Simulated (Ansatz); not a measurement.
**Ba$_{2}$LiPO$_{6}$: reading a single point**

```xyz
10
Lattice="0.0000 4.0501 4.0501 4.0501 0.0000 4.0501 4.0501 4.0501 0.0000" Properties=species:S:1:pos:R:3 pbc="T T T"
Li    4.0501    4.0501    4.0501
Ba    2.0250    2.0250    2.0250
Ba    6.0751    6.0751    6.0751
P     0.0000    0.0000    0.0000
O     1.8873    4.0501    4.0501
O     4.0501    1.8873    4.0501
O     6.2128    4.0501    4.0501
O     4.0501    6.2128    4.0501
O     4.0501    4.0501    1.8873
O     4.0501    4.0501    6.2128
```

The numbers come from plane-wave PAW DFT (Ansatz): PBE, no spin polarisation, 420 eV, 6×6×6 Γ-centred k points, methfessel-paxton occupations (width 0.0128 eV). Nothing was relaxed.

(1) Is the cell too large or too small?

(2) Is there a gap?

(3) What is the formation energy?

(4) Which atom feels the largest force, and which way?

(5) Give the Bader charges.

Origin: a known structure type with other elements, at an estimated volume, so it need not be a known compound. Caveats: many states at the Fermi level without spin polarisation, so a magnetic state may lie lower; atoms or cell far from equilibrium.

Answers

(1) The pressure is -10.6 GPa (compression positive), so with the atoms held at these fractions the cell would first shrink; the forces are large, so a full relaxation may end otherwise.

(2) It is a metal, with about 10 states/eV a cell as the mean within 0.25 eV of the Fermi level, mostly O p (97 %).

(3) -1.97 eV an atom against the elements' usual phases (free molecules for gases, crystals otherwise, with no correction for O₂ or N₂), so it is bound against them; other compounds may still compete. Relaxing would lower it.

(4) The largest is on O10 (and as large on other atoms): 2.67 eV/Å, components (0.00, 0.00, 2.67). It makes 0° with the line to a nearest neighbour, P4 at 1.89 Å, pointing towards it.

(5) Bader charges in e: Ba +1.57, Li +0.91, P +2.80, O -1.14. In the mean P gives up most and O takes most.
